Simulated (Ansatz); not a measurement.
The elements of this relaxed trial crystal are hidden behind letters.

```
lattice vectors (Å)
   7.2153    0.0000    0.0000
  -3.6077    6.2487    0.0000
   0.0000    0.0000    3.5503
fractional positions
X 0.0000 0.0000 0.0000
Z 0.3333 0.6667 0.0000
Z 0.6667 0.3333 0.0000
Z 0.5000 0.0000 0.5000
Z 0.5000 0.5000 0.5000
Z 0.0000 0.5000 0.5000
```

Method: DFT PBE, scalar-relativistic, plane waves, PAW in Ansatz 0.2.0. The final run on the 6-atom cell used 420 eV, a Γ-centred 6×6×10 mesh, 0.10 eV smearing and no spin polarisation.

- Space group: P6/mmm (No. 191)
- Conventional cell: a = 7.215 Å, c = 3.550 Å
- Volume per atom: 26.68 Å³
- Density: 5.33 g/cm³
- Energy over the elements: +0.39 eV/atom
- Gap on the 6×6×10 mesh of the 6-atom cell: 0 eV (a metal)

Energies are uncorrected and count from the elements' standard states at the same level.

Q: X is a p-block element of period 5 and Z is a p-block element of period 4. Which elements are they?

A: X = Sn, Z = Se, so the formula is SnSe5. Density times volume gives a mean mass of 5.33 × 26.68/1.6605 = 85.6 u per atom, and this set has 85.6 u. Sn has 2 Sn at 3.55 Å and 18 Se at 4.02–4.17 Å; Se on a site of symmetry -6m2 is surrounded by 6 Se at 2.74 Å; around Se on a site of symmetry mmm lie 4 Se at 2.74 Å, 6 Se at 3.55–3.61 Å and 4 Sn at 4.02 Å. Other sets within the hints have nearly the same mass, so mass alone doesn't settle it; this one was computed.

Symmetry constrained the relaxation, so the result can be a saddle point. Another cell of SnSe5 relaxed alike, in P-6m2, lies 234 meV/atom lower, so this cell isn't the stable form at this level.
